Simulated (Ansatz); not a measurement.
Here is the system:

PbS:
```
PbS
1.0
    4.22526     0.00000     0.00000
    0.00000     5.97137     0.00000
    0.00000     0.00000     4.22527
Pb S
2 2
Direct
  0.50000   0.50000   0.24992
  0.00000   0.00000   0.75008
  0.00000   0.50000   0.75008
  0.50000   0.00000   0.24992
```

This is the r²SCAN-relaxed structure.

Problem. All from r²SCAN in the plane-wave PAW code Ansatz, unless another level is named. Predict the HSE06 gap on the r²SCAN cell.

Solution. 0.87 eV.

Problem. Give the gap with spin–orbit coupling.

Solution. 0.20 eV.

Problem. And the formation energy from the elements (no fitted shifts)?

Solution. -0.66 eV/atom.

Problem. Give the weight of the conduction-edge state by species (Voronoi cells).

Solution. Pb 61 %, S 39 %.

Problem. Predict the weight of the valence-edge state by species (Voronoi cells).

Solution. S 69 %, Pb 31 %.

Problem. Predict the conduction-band minimum.

Solution. at S.

Space group Fm-3m (rock salt). The cell was relaxed with r²SCAN under the symmetry of its start. The references are the lowest solids computed at this level, not always the standard phases. Scalar-relativistic: spin–orbit coupling is off unless named, which matters more the heavier the elements.

Potentials: the later of the program's two PAW sets.
